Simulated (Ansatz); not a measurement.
## HfCSe: relaxation (Ansatz)

input.yaml:

```yaml
crystal:
  lattice:
    - [3.427634, 0.0, 0.0]
    - [0.0, 3.427634, 0.0]
    - [0.0, 0.0, 7.856175]
  atoms:
    - { symbol: Hf, position: [0.0, 0.5, 0.259] }
    - { symbol: Hf, position: [0.5, 0.0, 0.741] }
    - { symbol: C, position: [0.0, 0.0, 0.0] }
    - { symbol: C, position: [0.5, 0.5, 0.0] }
    - { symbol: Se, position: [0.0, 0.5, 0.615] }
    - { symbol: Se, position: [0.5, 0.0, 0.385] }
  symmetry: { tolerance: 0.0003 }
kpoints:
  mp_grid: { grid: [9, 9, 4], shift: [0, 0, 0] }
magnetization:
  spin_polarized: false
scf:
  occupations: { method: gaussian, width: 0.035 }
  lower_state_search: "off"
hamiltonian:
  pseudopotentials: { kind: paw }
  xc: r2scan
basis:
  ecutwfc: 500
  fft_grid_basis: typed
relax:
  max_steps: 80
  f_tol: 0.03
output:
  forces: true
  stress: true
  eigenvalues: true
  bader: true
  populations: true
  elf: true
  write_potential: true
  volumetric_format: npy
  dos:
    e_range: [-12, 8]
    de: 0.05
    projected: { site_lists: { C: [C], Hf: [Hf], Se: [Se] } }
  write_density: true
checkpoint:
  read: saved_state
```

The command:

```bash
ansatz run input.yaml --threads 2 --pin off --max-ram 3584MiB --backend cpu --events-out ev --progress --plain --runs-dir out
```

Origin of the cell: a known structure type with other elements, at an estimated volume, so it need not be a known compound.

The saved state is a converged single point of the same cell.

Steps:

```
step  ΔF (meV/atom)  max force component (eV/Å)  SCF iterations  step was
   1            0.0                       5.427               7  accepted
   2         -292.0                       3.148               7  accepted
   3         -444.7                       1.078               8  accepted
   4         -458.2                       0.742               7  accepted
   5         -466.3                       0.204               7  accepted
   6         -466.7                       0.007               5  accepted
   7         -466.7                       0.006               3  accepted
```

Step 1, with forces in eV/Å:

```xyz
6
Lattice="3.428 0.000 0.000 0.000 3.428 0.000 0.000 0.000 7.856" Properties=species:S:1:pos:R:3:forces:R:3 pbc="T T T" step=1
Hf    0.000    1.714    2.035    0.000    0.000   -5.427
Hf    1.714    0.000    5.821    0.000    0.000    5.427
C     0.000    0.000    0.000    0.000    0.000    0.000
C     1.714    1.714    0.000    0.000    0.000    0.000
Se    0.000    1.714    4.832    0.000    0.000    0.388
Se    1.714    0.000    3.025    0.000    0.000   -0.388
```

Step 2, with forces in eV/Å:

```xyz
6
Lattice="3.428 0.000 0.000 0.000 3.428 0.000 0.000 0.000 7.856" Properties=species:S:1:pos:R:3:forces:R:3 pbc="T T T" step=2
Hf    0.000    1.714    1.835    0.000    0.000   -3.148
Hf    1.714    0.000    6.021    0.000    0.000    3.148
C     0.000    0.000    0.000    0.000    0.000    0.000
C     1.714    1.714    0.000    0.000    0.000    0.000
Se    0.000    1.714    4.860    0.000    0.000    0.704
Se    1.714    0.000    2.997    0.000    0.000   -0.704
```

Step 3, with forces in eV/Å:

```xyz
6
Lattice="3.428 0.000 0.000 0.000 3.428 0.000 0.000 0.000 7.856" Properties=species:S:1:pos:R:3:forces:R:3 pbc="T T T" step=3
Hf    0.000    1.714    1.640    0.000    0.000   -1.078
Hf    1.714    0.000    6.216    0.000    0.000    1.078
C     0.000    0.000    0.000    0.000    0.000    0.000
C     1.714    1.714    0.000    0.000    0.000    0.000
Se    0.000    1.714    4.982    0.000    0.000    0.388
Se    1.714    0.000    2.874    0.000    0.000   -0.388
```

Step 4, with forces in eV/Å:

```xyz
6
Lattice="3.428 0.000 0.000 0.000 3.428 0.000 0.000 0.000 7.856" Properties=species:S:1:pos:R:3:forces:R:3 pbc="T T T" step=4
Hf    0.000    1.714    1.552    0.000    0.000   -0.430
Hf    1.714    0.000    6.305    0.000    0.000    0.430
C     0.000    0.000    0.000    0.000    0.000    0.000
C     1.714    1.714    0.000    0.000    0.000    0.000
Se    0.000    1.714    5.119    0.000    0.000   -0.742
Se    1.714    0.000    2.737    0.000    0.000    0.742
```

Step 5, with forces in eV/Å:

```xyz
6
Lattice="3.428 0.000 0.000 0.000 3.428 0.000 0.000 0.000 7.856" Properties=species:S:1:pos:R:3:forces:R:3 pbc="T T T" step=5
Hf    0.000    1.714    1.532    0.000    0.000    0.204
Hf    1.714    0.000    6.324    0.000    0.000   -0.204
C     0.000    0.000    0.000    0.000    0.000    0.000
C     1.714    1.714    0.000    0.000    0.000    0.000
Se    0.000    1.714    5.054    0.000    0.000    0.077
Se    1.714    0.000    2.802    0.000    0.000   -0.077
```

Step 7, with forces in eV/Å:

```xyz
6
Lattice="3.428 0.000 0.000 0.000 3.428 0.000 0.000 0.000 7.856" Properties=species:S:1:pos:R:3:forces:R:3 pbc="T T T" step=7
Hf    0.000    1.714    1.544    0.000    0.000   -0.006
Hf    1.714    0.000    6.312    0.000    0.000    0.006
C     0.000    0.000    0.000    0.000    0.000    0.000
C     1.714    1.714    0.000    0.000    0.000    0.000
Se    0.000    1.714    5.056    0.000    0.000   -0.005
Se    1.714    0.000    2.800    0.000    0.000    0.005
```

- Free energy lowered by: 466.7 meV/atom
- Final pressure: 2.54 GPa
- Relaxation steps listed: 7
- Gap on the mesh: none (metal)

Caveats: no moments, though an odd count or open d shells may carry them; no spin-orbit coupling, though heavy elements are present; the SCF threshold is looser than advised for a stress; the given cell is far from equilibrium, with atoms too close or a volume far off; the relaxation held the start's symmetry, so the end may be a saddle point.

The run took 2.3 min on 2 threads of Arm Neoverse V2, with other jobs on the host, peak memory 0.78 GiB, from a saved density.
